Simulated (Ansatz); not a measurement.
CuI:
Space group F-43m (No. 216); a = 6.023 Å, b = 6.023 Å, c = 6.023 Å, α = 90.00°, β = 90.00°, γ = 90.00°

| atom | site | symmetry | x | y | z |
|---|---|---|---|---|---|
| I | 4c | -43m | 0.2500 | 0.2500 | 0.2500 |
| Cu | 4a | -43m | 0.0000 | 0.0000 | 0.0000 |
(The calculation used a cell of 2 atoms; values per cell refer to that cell.)

Relaxed with r²SCAN. r²SCAN in the plane-wave PAW code Ansatz gives a gap of 1.67 eV.

Task: What gap does HSE06 give on the same cell (Ansatz, PAW)?

Result: 2.67 eV, 1.00 eV more. The hybrid was solved on a coarser mesh and at special points; its gap is the smallest among all of these.

```tsv
k	v1 r²SCAN	c1 r²SCAN	v1 HSE06	c1 HSE06
Γ	0.00	1.67	0.00	2.67
X	-1.56	2.90	(withheld)	(withheld)
L	-0.74	2.57	(withheld)	(withheld)
W	-1.31	4.87	(withheld)	(withheld)
K	-1.30	3.36	(withheld)	(withheld)
```

Task: Top valence (v1) and lowest conduction level (c1) in eV from each method's valence maximum (which need not be a listed point): supply the withheld HSE06 values.

Result: 
- W, v1 HSE06: -1.76
- W, c1 HSE06: 5.89
- L, v1 HSE06: -0.87
- L, c1 HSE06: 3.62
- K, v1 HSE06: -1.65
- K, c1 HSE06: 4.38
- X, v1 HSE06: -2.02
- X, c1 HSE06: 3.84

Cost on shared cores: the r²SCAN run (SCF on a 8×8×8 mesh, then bands and DOS) about 40 core-seconds (a rough figure), the HSE06 run (SCF on 6×6×6, then a few points) very roughly 2.6 core-minutes; the tasks are unlike.

The cell was relaxed with r²SCAN under the symmetry of its start. The run is not spin-polarised. Scalar-relativistic: spin–orbit coupling is off unless named, which matters more the heavier the elements.

Potentials: the later of the program's two PAW sets.
